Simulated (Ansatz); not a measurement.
The relaxed structure here is a generated cell of NbRu: the first start was made by placing the elements on the sites of a structure type, and the end was not matched to a known phase here, so it may be hypothetical.

A relaxed cell of NbRu (P6₃mc (No. 186)), relaxed on a k-mesh at least as fine as the one used below. All values below come from PBEsol (plane waves to 420 eV, PAW, scalar-relativistic; Ansatz, a program for electronic structure). Γ-centred k-mesh 9×9×4 on the run's cell (coarser than for final values), Fermi–Dirac smearing 0.05 eV.

```yaml
crystal:
  lattice:
    - [4.20418, 0.00000, 0.00000]
    - [-2.10209, 3.64092, 0.00000]
    - [0.00000, 0.00000, 9.85540]
  atoms:
    - { symbol: Nb, position: [0.00000, 0.00000, 0.93516] }
    - { symbol: Nb, position: [0.00000, 0.00000, 0.43516] }
    - { symbol: Nb, position: [0.33333, 0.66667, 0.24049] }
    - { symbol: Nb, position: [0.66667, 0.33333, 0.74049] }
    - { symbol: Ru, position: [0.00000, 0.00000, 0.18733] }
    - { symbol: Ru, position: [0.00000, 0.00000, 0.68733] }
    - { symbol: Ru, position: [0.33333, 0.66667, 0.51138] }
    - { symbol: Ru, position: [0.66667, 0.33333, 0.01138] }
```

The atoms are displaced by (Å):

| atom | ux | uy | uz |
|---|---|---|---|
| Nb1 | -0.089 | -0.162 | -0.076 |
| Nb2 | -0.004 | 0.010 | 0.144 |
| Nb3 | -0.027 | 0.008 | -0.028 |
| Nb4 | -0.023 | 0.005 | 0.086 |
| Ru5 | 0.074 | -0.072 | -0.121 |
| Ru6 | 0.013 | -0.065 | 0.018 |
| Ru7 | 0.077 | 0.054 | 0.043 |
| Ru8 | 0.122 | -0.074 | 0.192 |

Question: What forces (eV/Å) and pressure result?

Answer: 
```csv
atom,Fx,Fy,Fz
Nb1,0.51,0.77,1.37
Nb2,0.36,0.37,-2.72
Nb3,0.79,-0.56,0.39
Nb4,0.25,-1.31,-0.47
Ru5,-0.31,0.70,1.78
Ru6,-0.16,0.66,0.81
Ru7,-0.65,-0.46,0.01
Ru8,-0.78,-0.16,-1.16
```

Pressure +1.0 GPa.

Question: Estimate the energy cost of the displacement in the harmonic approximation and compare with the calculation.

Answer: For a harmonic well ΔE = −½ Σ F·u = 0.726 eV a cell, or 91 meV/atom. The calculated energy relative to the undisplaced cell is +0.09 eV/atom, so the harmonic estimate holds well.

The undisplaced cell is probably no minimum: from this displacement the run went on to P2/m (No. 10), 0.67 eV/atom below it.

No spin polarisation in the result.
